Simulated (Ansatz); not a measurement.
A geometry of GaIr away from equilibrium: the start of the relaxation of a relaxed GaIr cell, doubled along one cell vector, shaken by Gaussian noise of σ = 0.08 Å a coordinate. Level of theory: PBEsol (plane waves to 420 eV, PAW, scalar-relativistic; Ansatz, a quantum-chemistry and plane-wave program). Γ-centred k-mesh 5×9×9 on the run's cell (coarser than for final values), Fermi–Dirac smearing 0.05 eV.

```xyz
12
Lattice="4.0933 2.3633 13.3672 -2.0466 1.1816 6.6836 0.0000 -2.3633 6.6836" Properties=species:S:1:pos:R:3 pbc="T T T"
Ga    -0.0174    -0.0288    19.4999
Ga     2.0565     1.1677    26.1246
Ga     0.0483     0.0706     4.5598
Ga     2.0105     1.0931    11.2720
Ga    -0.0030     0.0458    14.5542
Ga     1.9117     1.1537    21.1948
Ir    -0.0499     0.1191     2.3335
Ir     2.1283     1.2885     8.7771
Ir    -0.0389    -0.0480     7.2020
Ir     2.1842     1.1785    13.7617
Ir     0.1367    -0.0881    17.0876
Ir     2.1874     1.2067    23.7910
```

Task: Which atoms carry the largest force, and which way does it point?

Result: 4.19 eV/Å, on Ga3 (atoms numbered as listed); on Ga3 its components are (0.91, -0.68, 4.03).

Task: What is the pressure?

Result: +4.7 GPa, compression positive.

No spin polarisation in the result.

The end of the path is a generated cell of GaIr: the first start was made by placing the elements on the sites of a structure type, and the end was not matched to a known phase here, so it may be hypothetical.
